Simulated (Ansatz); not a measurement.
The relaxed structure here is a generated cell of GaSe: the first start was made by placing the elements on the sites of a structure type, and the end was not matched to a known phase here, so it may be hypothetical. Known forms of GaSe include space group No. 194.

A structure of GaSe relaxed with PBEsol (plane waves to 420 eV, PAW, scalar-relativistic; Ansatz, an electronic-structure program); single points at other levels follow on the same geometry (Ansatz, PAW; HSE06 at 420 eV on a 4×4×6 k-mesh; no spin-orbit coupling). Space group Pnnm (No. 58).

Space group Pnnm (No. 58); a = 5.6867 Å, b = 9.4502 Å, c = 3.8137 Å, α = β = γ = 90.00°

```
atom  site  symmetry       x       y       z
----  ----  --------  ------  ------  ------
Se      4g       ..m  0.8350  0.1590  0.0000
Ga      4g       ..m  0.0695  0.3765  0.0000
```

```
level   gap (eV)      kind           conduction minimum
------  --------  --------  ---------------------------
PBEsol      1.26  indirect  50 % of the way from Γ to X
HSE06          ?         –                            ?
```

Complete the blanks.


- HSE06, gap (eV): 2.15
- HSE06, conduction minimum: k = (0.25, 0.25, -0.5)

HSE06 gaps come from a coarse mesh plus a few chosen points, so they may be too large. No spin polarisation in the result.

It was reached from a disturbed copy of a Pnma (No. 62) cell (AFLOW prototype AB_oP8_62_c_c (B27, as in FeB)), against which it lies -0.18 eV/atom.
